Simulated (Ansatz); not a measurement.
**Data sheet: Cs₂TlAsI₆ (DFT)**

Cs2TlAsI6:
```
Cs2TlAsI6
1.0
    0.00000     6.02698     6.02698
    6.02698     0.00000     6.02698
    6.02698     6.02698     0.00000
Cs Tl As I
2 1 1 6
Direct
  0.75000   0.75000   0.75000
  0.25000   0.25000   0.25000
  0.50000   0.50000   0.50000
  0.00000   0.00000   0.00000
  0.76460   0.23540   0.23540
  0.23540   0.76460   0.76460
  0.23540   0.76460   0.23540
  0.76460   0.23540   0.76460
  0.23540   0.23540   0.76460
  0.76460   0.76460   0.23540
```

Space group Fm-3m (No. 225); conventional cell a = 12.0540 Å, b = 12.0540 Å, c = 12.0540 Å, α = 90.00°, β = 90.00°, γ = 90.00°.

Method: the program Ansatz at the PBEsol level (PAW). The cell and atoms are relaxed at this level. Other levels are named where they apply.

**Cell and energy**

```json
{
  "volume_per_atom": "43.79 Å³",
  "density": "4.95 g/cm³",
  "Formation energy from the elements (no fitted shifts)": "-0.83 eV/atom"
}
```

**Electronic structure**

```json
{
  "band_gap": "0.61 eV (direct)",
  "valence_band_maximum": "at Γ",
  "conduction_band_minimum": "at Γ",
  "Electron effective mass, band 1 of 3 at the edge": "0.91 along [100], 0.91 along [110], 0.19 along [111] (mₑ)",
  "Electron effective mass, band 2 of 3 at the edge": "0.91 along [100], 0.14 along [110], 0.19 along [111] (mₑ)",
  "Electron effective mass, band 3 of 3 at the edge": "0.039 along [100], 0.052 along [110], 0.058 along [111] (mₑ)",
  "hole_effective_mass": "0.058 mₑ (isotropic)",
  "HSE06 gap on the PBEsol cell": "0.94 eV",
  "Gap with spin–orbit coupling": "0.05 eV"
}
```

**Mechanics**

```json
{
 "Bulk modulus (Birch–Murnaghan fit)": "162 kbar",
 "Pressure derivative B′": "6.0",
 "Elastic constants (relaxed ions, GPa)": "C11 = 40.2, C12 = 4.3, C44 = 3.1",
 "mechanical_stability": "stable (all eigenvalues of C positive)",
 "hill_bulk_and_shear_moduli": "16.3 and 6.8 GPa",
 "Young's modulus": "17.9 GPa",
 "Poisson's ratio": "0.32",
 "debye_temperature_from_the_elastic_constants": "111 K"
}
```

**Charges**

```json
{
 "bader_charges": "Cs +0.85, Tl +0.49, As +0.57, I -0.46 e"
}
```

The workflow started from a Materials Project entry (that database holds measured and hypothetical structures alike); the Crystallography Open Database copy checked does not list it. Whether it is the stable phase at ambient conditions was not checked. Symmetry was held in the PBEsol relaxation; its stability against distortions is not shown here. The references are the lowest solids computed at this level, not always the standard phases. Spin–orbit coupling is left out wherever it is not named.

Potentials: the later of the program's two PAW sets.
